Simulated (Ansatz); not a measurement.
CoO:
```xyz
4
Lattice="2.7481 0.0000 0.0000 -1.3741 2.3800 0.0000 0.0000 0.0000 5.3507" Properties=species:S:1:pos:R:3 pbc="T T T"
Co     0.0000     0.0000     0.0000
Co     0.0000     0.0000     2.6754
O      0.0000     1.5866     1.3377
O      1.3741     0.7933     4.0131
```
The run is spin-polarised; directions of the spins, atom by atom: ↑ ↓ 0 0.

Relaxed with PBEsol.

Task: Which orbitals make up the states near the Fermi level in PBEsol in the plane-wave PAW code Ansatz?

Result: Within 0.5 eV of the Fermi level: Co 3d 87 %, O 2p 11 %. Projections are on Löwdin-orthogonalised atomic valence shells; empty p or d shells of many metals are not among them.

Task: Tabulate the density of states.

Result: States/eV per cell of 4 atoms, in 0.25 eV bins, energy from the Fermi level.

```
E (eV)  total  Co 3d  O 2p  Co 4s
------  -----  -----  ----  -----
-7.85    2.62   0.44  1.79   0.34
-7.60    3.73   0.63  2.56   0.44
-7.35    2.53   0.42  1.81   0.22
-7.10    2.04   0.40  1.44   0.13
-6.85    1.20   0.28  0.81   0.06
-6.60    3.39   1.01  2.23   0.06
-6.35    4.43   1.29  2.98   0.05
-6.10    4.29   1.05  3.08   0.05
-5.85    2.65   0.68  1.86   0.03
-5.60    4.27   1.23  2.92   0.03
-5.35    4.26   1.51  2.67   0.02
-5.10    3.04   1.14  1.85   0.01
-4.85    1.56   0.49  1.03   0.01
-4.60    1.53   0.45  1.04   0.00
-4.35    1.37   0.42  0.93   0.00
-4.10    1.09   0.34  0.74   0.00
-3.85    0.51   0.22  0.28   0.00
-3.60    1.38   1.11  0.25   0.01
-3.35    2.23   1.85  0.34   0.02
-3.10    2.23   1.86  0.33   0.02
-2.85    1.83   1.59  0.21   0.01
-2.60    3.89   3.37  0.44   0.04
-2.35    5.23   4.67  0.42   0.06
-2.10    4.72   4.27  0.34   0.04
-1.85    8.27   7.15  0.95   0.05
-1.60    5.15   4.18  0.81   0.03
-1.35    3.77   2.80  0.84   0.02
-1.10    1.79   1.27  0.47   0.01
-0.85    4.49   3.49  0.84   0.04
-0.60    4.24   3.45  0.68   0.03
-0.35    3.90   3.21  0.60   0.03
-0.10    3.59   3.08  0.45   0.02
0.15     4.80   4.38  0.38   0.02
0.40     2.81   2.58  0.20   0.02
0.65     0.37   0.29  0.03   0.02
0.90     1.21   0.93  0.17   0.05
1.15     3.55   2.68  0.68   0.06
1.40     5.55   4.09  1.32   0.03
1.65     3.49   2.51  0.86   0.02
1.90     1.85   1.29  0.48   0.03
2.15     0.04   0.00  0.00   0.02
2.40     0.06   0.00  0.01   0.03
2.65     0.07   0.00  0.01   0.03
2.90     0.09   0.00  0.01   0.04
3.15     0.11   0.01  0.02   0.05
3.40     0.13   0.01  0.03   0.06
3.65     0.16   0.01  0.03   0.08
3.90     0.19   0.01  0.04   0.09
4.15     0.22   0.01  0.05   0.11
4.40     0.26   0.01  0.06   0.13
4.65     0.31   0.01  0.07   0.16
```

Space group P6_3/mmc (NiAs type). The start of the workflow was typed in or built on a structure type; neither database checked (COD, Materials Project) lists it. It is not the phase usual at ambient conditions (space group No. 225). The cell was relaxed with PBEsol under the symmetry of its start, as lowered by the spin order; its stability against distortions is not shown here. Magnetic state: antiferromagnetic, chosen from 5 collinear starts compared on coarse meshes (ties went to the first, and starts can fall back to one state), not a proven ground state. No Hubbard U is applied. The compound may be a true metal, but semilocal functionals without U, or a wrong spin order, can also close a gap.

Potentials: the later of the program's two PAW sets.
